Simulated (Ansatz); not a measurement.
CaClF (space group P4/nmm)

```
CaClF
1.0
    3.86667     0.00000     0.00000
    0.00000     3.86667     0.00000
    0.00000     0.00000     6.87431
Ca Cl F
2 2 2
Direct
  0.00000   0.50000   0.80682
  0.50000   0.00000   0.19318
  0.50000   0.00000   0.64659
  0.00000   0.50000   0.35341
  0.50000   0.50000   0.00000
  0.00000   0.00000   0.00000
```

The slice is a (010) plane (indices of the conventional cell) through the point (0.000, 0.000, 0.000) (fractional), spanned by u = [100] and v = [001] in vectors of this cell: u (3.87 Å) and v (6.87 Å, at 90° to u). It covers one period; positions are fractions (u, v).

Level of theory: r2SCAN (plane waves to 500 eV, PAW, scalar-relativistic; Ansatz, a program for electronic structure). k mesh 9×9×5. These are valence fields of a PAW run, semicore shells included where kept as valence: close to a nucleus they are smooth pseudo fields. CaClF was relaxed with its symmetry unable to fall.

Task: Predict the map of the electrostatic potential energy of an electron, from the cell's mean on the slice.

Result: 
```
|xxxxxx887766667788xxxx|
|xxxxxx888888888888xxxx|
|7788888888888888888888|
|7777887766444466778877|
|77777755xxxxxxxx557777|
|777777xxxxxxxxxxxx7777|
|888866xxxxxxxxxxxx6688|
|999977xxxxxxxxxxxx7799|
|99998855xxxxxxxx558899|
|9999998855222255889999|
|9999998877666677889999|
|9999886655444455668899|
|8888663300000000336688|
|77664400xxxxxxxx004466|
|776611xxxxxxxxxxxx1166|
|775511xxxxxxxxxxxx1155|
|776622xxxxxxxxxxxx2266|
|xxxxxx00xxxxxxxx00xxxx|
|xxxxxx3300xxxx0033xxxx|
|xxxxxx664433334466xxxx|
```
Scale: ten equal steps from 0.00 (start of '0') to 8.53 (end of '9'), in the order '0123456789'. Values: electrostatic potential energy of an electron, from the cell's mean, in eV. The map has 11 points along u (two characters each, u = 0 at the left) and 20 along v (v = 0 in the bottom row). Points within 1 Å of a nucleus are blanked (x), as the pseudised field means little there. Values under 0 eV are set to 0. The zero, the cell's mean, hangs on the PAW cores.
